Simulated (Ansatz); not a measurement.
YTaN$_{3}$ (cubic perovskite, Pm-3m) is relaxed with DFT-PBEsol in the program Ansatz with PAW potentials. What lattice parameters of the conventional cell result?

a = 4.015 Å.

Is it a metal or does it have a gap at this level?

No gap at this level.

The start of the workflow was typed in or built on a structure type; neither database checked (COD, Materials Project) lists it. Whether it is the stable phase at ambient conditions was not checked. Symmetry was held in the PBEsol relaxation. At this level the phase is dynamically unstable (imaginary phonons). The run is not spin-polarised. With an odd number of electrons in the cell and no spin polarisation, the count alone makes it a metal. Spin–orbit coupling is left out wherever it is not named.

Potentials: the later of the program's two PAW sets.
